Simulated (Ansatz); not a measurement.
Ansatz input

```yaml
crystal:
  lattice:
    - [5.7315488244, 0.0, 0.0]
    - [-2.8657744122, 4.9636668849, 0.0]
    - [0.0, 0.0, 3.5859881424]
  atoms:
    - { symbol: In, position: [0.0, 0.0, 0.0] }
    - { symbol: In, position: [0.3333333333, 0.6666666667, 0.5] }
    - { symbol: In, position: [0.6666666667, 0.3333333333, 0.5] }
hamiltonian:
  xc: blyp
  pseudopotentials:
    kind: paw
    azcp:
      In: "pseudopotentials/In.paw.azcp"
basis:
  ecutwfc: 420
  fft_grid_basis: typed
kpoints:
  mp_grid: { grid: [8, 8, 10], shift: [0, 0, 0] }
magnetization:
  spin_polarized: false
scf:
  occupations: { method: fermi_dirac, width: 0.1 }
  lower_state_search: "off"
output:
  stress: true
```

Output

```
Engine: ansatz 0.2.0, aarch64-unknown-linux-gnu
Pseudopotentials: kind: paw
Pseudopotential: In, paw, valence charge 13, recommended cutoff 420 eV (normal) 
Functional definition: BLYP
  parameter beta = 0.0042
  parameter a = 0.04918
  parameter b = 0.132
  parameter c = 0.2533
  parameter d = 0.349
  exchange = b88_x(beta = beta)
  correlation = lyp_c(a = a, b = b, c = c, d = d)
Crystal: 3 atoms, lattice volume = 102.020 Å³
Basis set: ecut = 420 eV, 1979 PW (Γ), exchange–correlation on 80×80×48 points (8 copies of the dense FFT grid, shifted against one another)
Bands: 24, of which v1, the nominal top of the filled ones, is band 20 counted from 1 (19 counted from 0)
Symmetry: 24 space group operations
Space group: P6/mmm (ITA 191), of the structure as read, at distance tolerance 4.7e-5 Å
k-points: 60 of 640
Non-local potential: In, projectors of the file, l = 0: 2, l = 1: 2, l = 2: 2, l = 3: 2
PAW form: soft (Blöchl's): semilocal exchange-correlation on the pseudo side does not see the compensation charge
PAW frozen core: In, regenerated for the run's functional, and the local potential with it (the file was generated under x = pbe(κ = 0.804, μ = 0.2195149727645171), c = pbe(β = 0.06672455060314922))
PAW one-centre angular grid: In, 590 points (default); XC on 64 Gauss nodes
Initial density: superposition of atomic densities (neutral atoms: chi_scale 0, normalization atom), corrected by the library's trained network
Initial wavefunctions: pseudopotential atomic-orbital guess
Functional: x = b88, c = lyp
SCF iter   1: F=—  HF=-16841.402163 eV  |F-HF|=—  |Δ(HF+E_count)|=         —  Δρ=5.73e-3  dr2=2.94e-2  ethr=1.77e-3  ⟨swp⟩=5.6  Hψ=6140  notcnv=0
SCF iter   2: F=—  HF=-16841.399095 eV  |F-HF|=—  |Δ(HF+E_count)|=   3.07e-3  Δρ=3.91e-3  dr2=1.43e-2  ethr=7.54e-5  ⟨swp⟩=1.0  Hψ=1920  notcnv=0
SCF iter   3: F=—  HF=-16841.399949 eV  |F-HF|=—  |Δ(HF+E_count)|=   8.54e-4  Δρ=1.59e-3  dr2=1.94e-3  ethr=3.65e-5  ⟨swp⟩=2.9  Hψ=2658  notcnv=0
SCF iter   4: F=—  HF=-16841.399423 eV  |F-HF|=—  |Δ(HF+E_count)|=   5.26e-4  Δρ=6.21e-4  dr2=4.41e-4  ethr=4.97e-6  ⟨swp⟩=2.4  Hψ=2548  notcnv=0
SCF iter   5: F=—  HF=-16841.399432 eV  |F-HF|=—  |Δ(HF+E_count)|=   8.83e-6  Δρ=1.53e-4  dr2=1.63e-5  ethr=1.13e-6  ⟨swp⟩=2.0  Hψ=2625  notcnv=0
SCF iter   6: F=—  HF=-16841.399438 eV  |F-HF|=—  |Δ(HF+E_count)|=   5.56e-6  Δρ=4.35e-5  dr2=1.83e-6  ethr=4.17e-8  ⟨swp⟩=2.0  Hψ=2399  notcnv=0
SCF iter   7: F=—  HF=-16841.399439 eV  |F-HF|=—  |Δ(HF+E_count)|=   1.02e-6  Δρ=1.30e-5  dr2=1.84e-7  ethr=4.70e-9  ⟨swp⟩=2.0  Hψ=2645  notcnv=0
SCF iter   8: F=-16841.399439 eV  HF=-16841.399439 eV  |F-HF|=1.11e-9  |Δ(HF+E_count)|=   6.03e-8  Δρ=2.62e-6  dr2=1.59e-8  ethr=2.56e-10  ⟨swp⟩=4.3  Hψ=4392  notcnv=0
SCF 1 converged in 8 iterations: F = -16841.399439 eV  dr2 = 1.59e-8
SCF converged after 8 iterations
Free energy (F): -16841.399439 eV
Harris-Foulkes:  -16841.399439 eV  (|F-HF|=1.11e-9)
Internal energy: -16841.333760 eV  (E = F + TS)
E sigma→0 (E₀):  -16841.366599 eV
Entropy (-TS):   -0.065679 eV (-21.893 meV/atom)
Fermi energy:    7.489886 eV
--- Per-component energies (eV) ---
  E_band       = -174.240729
  E_kinetic    = 719.340944
  E_local      = -3705.032934  (includes V_loc(G=0)·N_el)
  E_nonlocal   = 1091.850254
  E_hartree    = 1446.812258
  E_xc         = -639.849707
  E_vxc        = -291.686441  (∫ρ·V_xc dr)
  E_paw        = -12506.089440  (= ΣΔE_a)
  E_vpaw       = -882.339060  (= ΣTr[D̂ρ^β])
  E_aug_tail   = 0.000079  (compensation charges beyond the density's cutoff)
  E_ewald      = -3247.797819
  E_core_change = -0.567395  (= ΣΔE_core)
  E_smearing   = -0.065679  (= −TS)
  E_closure    = -0.000000  (closes the sum)
  Σ components = -16841.399439   (vs F -16841.399439, Δ=0.00e0)
--- Stress (GPa, compression-positive) ---
       -1.147360       0.000000       0.000000
        0.000000      -1.147360       0.000000
        0.000000       0.000000      -1.297468
  P = ⅓ Tr σ = -1.1974 GPa (-11.974 kbar)
```
